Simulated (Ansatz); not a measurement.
# Rocksalt alloy of LiH and LiF (4 of 32 H sites exchanged), 64 atoms

Theory: DFT, PBEsol, PAW, plane waves in Ansatz.

Command:

```sh
ansatz run in.yaml --threads 7 --pin off --max-ram 13300MiB --runs-dir r --events-out ev --progress --plain
```

The input less its lattice and atoms:

```yaml
crystal:
  symmetry: { detect: false }
kpoints:
  mp_grid: { grid: [1, 1, 1], shift: [0.25, 0.25, 0.25] }
hamiltonian:
  xc: pbesol
scf:
  occupations: { method: fermi_dirac, width: 0.01 }
relax:
  f_tol: 0.03
  max_steps: 80
  escape_saddle: false
  adjacent_minimum: "off"
  cell: { fix: [shape] }
output:
  forces: true
  eigenvalues: true
  populations: true
```

Start:

```xyz
64
Lattice="7.9666 0.0000 0.0000 0.0000 7.9666 0.0000 0.0000 0.0000 7.9666" Properties=species:S:1:pos:R:3 pbc="T T T"
H     1.9481    0.0107    0.0330
H     1.9988    7.9655    4.0306
H     2.0073    4.0108    0.0060
H     2.0155    3.9730    3.9310
H     5.9376    7.9410    0.0223
H     5.9965    7.9470    4.0028
H     5.9358    3.9799    0.0305
H     7.9614    1.9745    7.9647
H     7.9649    1.9485    3.9549
H     0.0274    5.9455    0.0017
H     7.9175    5.9899    3.9930
H     4.0018    1.9818    0.0272
H     3.9752    5.9571    0.0177
H     3.9990    5.9995    3.9661
H     7.9633    7.9451    2.0301
H     7.9610    0.0041    5.9809
H     0.0022    3.9544    1.9926
H     7.9186    3.9751    5.9243
H     3.9554    7.9489    1.9867
H     3.9689    0.0174    5.9936
H     3.9615    3.9555    1.9972
H     3.9922    3.9869    5.8974
H     1.9976    5.9584    2.0045
H     2.0151    5.9439    5.9607
H     5.9660    2.0029    1.9727
H     5.9481    1.9902    5.9400
H     5.9525    5.9799    2.0394
H     5.9785    5.9997    5.9899
F     5.9829    3.9705    3.9867
F     4.0078    1.9855    3.9911
F     1.9911    1.9832    1.9895
F     1.9849    2.0100    5.9751
Li    0.0080    7.9607    7.9653
Li    7.9645    0.0406    3.9819
Li    7.9388    4.0067    7.9573
Li    0.0540    4.0027    3.9760
Li    3.9924    0.0323    0.0180
Li    4.0189    0.0150    3.9908
Li    3.9721    3.9764    7.9526
Li    3.9902    3.9693    3.9516
Li    1.9979    2.0025    7.9293
Li    1.9574    1.9672    3.9432
Li    2.0222    5.9858    7.9511
Li    1.9868    5.9921    3.9788
Li    5.9707    2.0083    7.9551
Li    5.9700    1.9967    4.0413
Li    5.9484    5.9782    0.0161
Li    5.9997    5.9646    3.9786
Li    1.9848    7.9613    1.9840
Li    2.0175    7.9657    5.9801
Li    2.0012    3.9590    1.9509
Li    1.9828    3.9792    5.9563
Li    5.9624    7.9602    1.9774
Li    5.9634    7.9594    5.9949
Li    5.9620    3.9528    1.9895
Li    5.9521    4.0436    5.9695
Li    0.0198    1.9993    1.9743
Li    7.9438    2.0161    5.9455
Li    0.0032    5.9819    2.0125
Li    7.9447    5.9867    5.9132
Li    3.9824    1.9913    1.9982
Li    3.9696    1.9485    5.9804
Li    3.9793    5.9785    1.9747
Li    3.9940    5.9476    5.9738
```

Steps:

```
 step  energy less the first (eV)  largest force component (eV/Å)  pressure (GPa)
start                       0.000                           0.275            0.23
    1                      -0.064                           0.196            0.01
    2                      -0.164                           0.038            0.00
    3                      -0.164                           0.003            0.00
```

A structure on the way, about -0.06 eV from the start:

```xyz
64
Lattice="7.9772 0.0000 0.0000 0.0000 7.9772 0.0000 0.0000 0.0000 7.9772" Properties=species:S:1:pos:R:3 pbc="T T T"
H     2.0201    7.9329    7.9381
H     1.9521    7.9495    3.9607
H     2.0123    3.9664    0.0093
H     1.9326    4.0207    4.0265
H     6.0030    7.9720    7.9659
H     5.9590    7.9737    3.9757
H     6.0030    3.9978    7.9531
H     7.9441    2.0163    0.0022
H     7.9683    1.9616    4.0177
H     7.9377    5.9960    0.0042
H     0.0246    5.9664    4.0068
H     3.9844    1.9840    7.9457
H     3.9718    5.9816    7.9765
H     3.9818    5.9897    4.0039
H     0.0051    7.9680    1.9672
H     7.9617    7.9500    5.9784
H     7.9725    4.0020    1.9901
H     0.0296    3.9840    6.0131
H     4.0134    0.0007    1.9652
H     3.9898    7.9754    6.0005
H     3.9878    4.0159    1.9876
H     3.9977    4.0416    6.0560
H     1.9865    6.0000    1.9965
H     1.9744    5.9847    5.9868
H     5.9829    1.9723    1.9683
H     6.0121    1.9466    6.0179
H     5.9864    5.9877    1.9414
H     5.9639    5.9563    5.9837
F     5.9509    3.9777    3.9771
F     3.9958    1.9840    3.9794
F     1.9840    1.9987    2.0103
F     2.0060    2.0111    6.0009
Li    0.0249    0.0021    7.9510
Li    7.9311    7.9698    3.9691
Li    0.0063    4.0310    0.0182
Li    7.9643    3.9900    3.9900
Li    4.0252    7.9706    0.0009
Li    3.9862    0.0083    3.9736
Li    4.0091    4.0011    0.0298
Li    3.9635    3.9720    3.9964
Li    1.9843    1.9843    7.9617
Li    1.9647    1.9836    3.9704
Li    1.9697    5.9510    0.0019
Li    2.0198    5.9919    3.9802
Li    5.9768    2.0014    0.0164
Li    5.9582    2.0060    4.0195
Li    5.9691    5.9939    7.9625
Li    5.9872    5.9702    3.9450
Li    2.0020    0.0103    1.9603
Li    1.9954    0.0028    5.9539
Li    1.9986    3.9817    2.0025
Li    2.0110    3.9834    5.9960
Li    6.0081    7.9732    1.9748
Li    5.9937    7.9375    5.9705
Li    5.9719    3.9721    1.9860
Li    5.9784    3.9868    5.9566
Li    0.0082    2.0059    1.9972
Li    0.0066    1.9849    6.0013
Li    0.0066    6.0000    1.9863
Li    7.9668    5.9909    5.9893
Li    3.9757    2.0044    1.9892
Li    3.9896    1.9816    5.9647
Li    3.9843    6.0036    2.0028
Li    3.9629    5.9926    5.9769
```

End:

```xyz
64
Lattice="7.9768 0.0000 0.0000 0.0000 7.9768 0.0000 0.0000 0.0000 7.9768" Properties=species:S:1:pos:R:3 pbc="T T T"
H     1.9898    7.9616    7.9731
H     1.9845    7.9517    3.9849
H     1.9885    3.9995    7.9764
H     1.9837    4.0117    3.9896
H     5.9822    7.9699    7.9751
H     5.9879    7.9653    3.9820
H     5.9817    3.9916    7.9762
H     7.9683    1.9913    7.9706
H     7.9675    1.9838    3.9876
H     7.9720    5.9837    7.9738
H     0.0004    5.9888    3.9850
H     3.9959    1.9905    7.9736
H     3.9870    5.9834    7.9738
H     3.9842    5.9895    3.9853
H     7.9653    7.9649    1.9860
H     7.9657    7.9645    5.9856
H     7.9702    3.9916    1.9860
H     7.9760    3.9938    5.9915
H     3.9909    7.9634    1.9800
H     3.9909    7.9612    5.9884
H     3.9853    4.0050    1.9751
H     3.9906    4.0082    5.9961
H     1.9889    5.9824    1.9867
H     1.9882    5.9822    5.9869
H     5.9847    1.9824    1.9754
H     5.9879    1.9867    5.9907
H     5.9800    5.9856    1.9829
H     5.9819    5.9884    5.9899
F     5.9751    3.9857    3.9869
F     3.9836    1.9977    3.9857
F     1.9938    1.9911    1.9954
F     1.9972    1.9908    5.9757
Li    7.9631    7.9631    7.9735
Li    7.9634    7.9622    3.9864
Li    7.9648    3.9974    7.9732
Li    7.9564    3.9973    3.9872
Li    3.9963    7.9635    7.9742
Li    3.9951    7.9727    3.9849
Li    3.9963    4.0010    7.9738
Li    3.9990    3.9925    3.9867
Li    1.9941    1.9929    7.9730
Li    1.9996    1.9936    3.9865
Li    1.9909    5.9808    7.9754
Li    1.9894    5.9818    3.9858
Li    5.9808    1.9918    7.9768
Li    5.9731    1.9993    3.9837
Li    5.9802    5.9818    7.9731
Li    5.9781    5.9729    3.9851
Li    1.9863    7.9756    1.9871
Li    1.9888    7.9743    5.9856
Li    1.9901    3.9861    1.9863
Li    1.9847    3.9877    5.9858
Li    5.9867    7.9690    1.9829
Li    5.9863    7.9673    5.9859
Li    5.9801    3.9927    1.9928
Li    5.9841    3.9918    5.9806
Li    0.0093    1.9854    1.9855
Li    0.0106    1.9851    5.9857
Li    0.0010    5.9872    1.9847
Li    0.0026    5.9896    5.9880
Li    3.9745    1.9870    1.9910
Li    3.9752    1.9899    5.9784
Li    3.9808    5.9885    1.9829
Li    3.9815    5.9839    5.9886
```

Self-consistency was reached.

Time: 14 s of wall time on 7 threads of a Neoverse-V2 processor, on a host shared with other runs; peak host memory 0.87 GiB.

(1) How much energy did the relaxation gain, and which atom moved most?

Answers

(1) 0.16 eV in 3 steps, from a start with small random displacements; atom 22 (H) moved 0.09 Å, the median atom 0.03 Å (drift of the whole cell removed).
